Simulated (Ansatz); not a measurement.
WS$_{2}$:
```yaml
crystal:
  lattice:
    - [3.12538, 0.00000, 0.00000]
    - [-1.56269, 2.70666, 0.00000]
    - [0.00000, 0.00000, 33.00000]
  atoms:
    - { symbol: S, position: [0.00000, 0.00000, 0.45271] }
    - { symbol: S, position: [0.00000, 0.00000, 0.54729] }
    - { symbol: W, position: [0.66667, 0.33333, 0.50000] }
```
Free-standing layer in the xy plane with vacuum along z and no interaction between images.

Relaxed with LDA. Special points in fractions of this cell's reciprocal vectors: Γ (0.000, 0.000, 0.000); M (0.500, 0.000, 0.000); K (0.333, 0.333, 0.000).

**Question.** List the band energies nearest the valence-band maximum at these points for plane-wave PAW LDA (Ansatz code).

**Answer.** In eV from the valence-band maximum; about four levels below and three above (degenerate sets whole), none deeper than 8.9 eV; points with the same levels are listed once.

```tsv
k	below	above
Γ	-2.20 -1.56 -1.56 -0.16	3.05 3.05 3.25 3.25
M	-3.46 -2.15 -1.12 -0.92	3.07 3.48 4.09
K	-3.86 -3.30 -2.38 0.00	1.99 3.30 4.24
```

Space group P-6m2 (1H). A layer that has been made, often on a substrate. Symmetry was held in the LDA relaxation; its stability against distortions is not shown here. The run is not spin-polarised. Scalar-relativistic: spin–orbit coupling is off unless named, which matters more the heavier the elements.

Potentials: the later of the program's two PAW sets.
